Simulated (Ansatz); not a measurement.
A relaxation computed with Ansatz, from input to last step.

```yaml
crystal:
  lattice:
    - [-1.8358357573, 1.8358357573, 8.0064421533]
    - [1.8358357573, -1.8358357573, 8.0064421533]
    - [1.8358357573, 1.8358357573, -8.0064421533]
  atoms:
    - { symbol: Cs, position: [0.0, 0.0, 0.0] }
    - { symbol: Fe, position: [0.75, 0.25, 0.5], spin: 0.95 }
    - { symbol: Fe, position: [0.25, 0.75, 0.5], spin: 0.95 }
    - { symbol: As, position: [0.65563212, 0.65563212, 0.0] }
    - { symbol: As, position: [0.34436788, 0.34436788, 0.0] }
basis:
  ecutwfc: 420
kpoints:
  mp_grid: { grid: [14, 14, 14] }
hamiltonian:
  xc: pbesol
scf:
  occupations: { method: gaussian, width: 0.1 }
output:
  forces: true
  stress: true
  eigenvalues: true
  populations: true
magnetization:
  spin_polarized: true
relax:
  adjacent_minimum: "off"
  f_tol: 0.01
  max_steps: 40
```

```bash
ansatz run input.yaml --threads 2 --pin off --max-ram 5120MiB --backend cpu --events-out ev --progress --plain --runs-dir out
```

Computed with DFT PBEsol, scalar-relativistic, plane waves, PAW in Ansatz.

Of 5 frames 4 are shown, positions in Å and forces in eV/Å; the SCF threshold varies from step to step.

```xyz
5
Lattice="-1.8358 1.8358 8.0064 1.8358 -1.8358 8.0064 1.8358 1.8358 -8.0064" Properties=species:S:1:pos:R:3:forces:R:3 pbc="T T T" step=1 free_energy_over_end_meV_per_atom=16.70
Cs    0.0000    0.0000    0.0000    0.0000    0.0000    0.0000
Fe    0.0000    1.8358    4.0032    0.0000    0.0000    0.0000
Fe    1.8358    0.0000    4.0032    0.0000    0.0000    0.0000
As    0.0000    0.0000   10.4986    0.0000    0.0000    0.9046
As    0.0000    0.0000    5.5143    0.0000    0.0000   -0.9046
5
Lattice="-1.8358 1.8358 8.0064 1.8358 -1.8358 8.0064 1.8358 1.8358 -8.0064" Properties=species:S:1:pos:R:3:forces:R:3 pbc="T T T" step=2 free_energy_over_end_meV_per_atom=3.98
Cs    0.0000    0.0000    0.0000    0.0000    0.0000    0.0000
Fe    0.0000    1.8358    4.0032    0.0000    0.0000    0.0000
Fe    1.8358    0.0000    4.0032    0.0000    0.0000    0.0000
As    0.0000    0.0000   10.5448    0.0000    0.0000    0.4670
As    0.0000    0.0000    5.4681    0.0000    0.0000   -0.4670
5
Lattice="-1.8358 1.8358 8.0064 1.8358 -1.8358 8.0064 1.8358 1.8358 -8.0064" Properties=species:S:1:pos:R:3:forces:R:3 pbc="T T T" step=3 free_energy_over_end_meV_per_atom=0.07
Cs    0.0000    0.0000    0.0000    0.0000    0.0000    0.0000
Fe    0.0000    1.8358    4.0032    0.0000    0.0000    0.0000
Fe    1.8358    0.0000    4.0032    0.0000    0.0000    0.0000
As    0.0000    0.0000   10.5922    0.0000    0.0000   -0.0617
As    0.0000    0.0000    5.4207    0.0000    0.0000    0.0617
5
Lattice="-1.8358 1.8358 8.0064 1.8358 -1.8358 8.0064 1.8358 1.8358 -8.0064" Properties=species:S:1:pos:R:3:forces:R:3 pbc="T T T" step=5 free_energy_over_end_meV_per_atom=0.00
Cs    0.0000    0.0000    0.0000    0.0000    0.0000    0.0000
Fe    0.0000    1.8358    4.0032    0.0000    0.0000    0.0000
Fe    1.8358    0.0000    4.0032    0.0000    0.0000    0.0000
As    0.0000    0.0000   10.5870    0.0000    0.0000   -0.0030
As    0.0000    0.0000    5.4259    0.0000    0.0000    0.0030
```

Time: 6.6 min on 2 threads of Arm Neoverse V1 (shared host), peak memory 1.6 GiB.

Spin-orbit coupling is left out, which matters for the bands of heavy elements. Only parallel moments were tried here.